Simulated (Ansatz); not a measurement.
CaNbHO2 in space group P4/mmm (No. 123; Ca on 1d, Nb on 1a, O on 2f, H on 1b) under volume change, PBE in the plane-wave PAW code Ansatz, shape and atoms relaxed at each volume.

```
V (Å³/atom)  E − E(relaxed) (meV/atom)  P (GPa)
-----------  -------------------------  -------
11.110                               …        …
11.476                            19.9     9.21
11.843                               …        …
12.209                             0.0     0.00
12.575                             4.2    -3.61
12.942                            16.1    -6.70
13.308                            34.4    -9.31
```

Task: What belongs in the gaps?

Result: 
- 11.110, E − E(relaxed) (meV/atom): 47.4
- 11.110, P (GPa): 15.01
- 11.843, E − E(relaxed) (meV/atom): 4.7
- 11.843, P (GPa): 4.25

Task: What does a third-order Birch–Murnaghan fit give for V₀, B₀ and B′?

Result: V₀ = 12.21 Å³/atom, B₀ = 130 GPa, B′ = 4.3.

The start of the workflow was typed in or built on a structure type; neither database checked (COD, Materials Project) lists it. Whether it is the stable phase at ambient conditions was not checked. The cell was relaxed with PBE under the symmetry of its start; its stability against distortions is not shown here. The workflow began spin-polarised and lost its moments. The cell computed holds one magnetic atom, so no antiferromagnetic order was within reach. Scalar-relativistic: spin–orbit coupling is off unless named, which matters more the heavier the elements.

Potentials: the earlier of the program's two PAW sets.
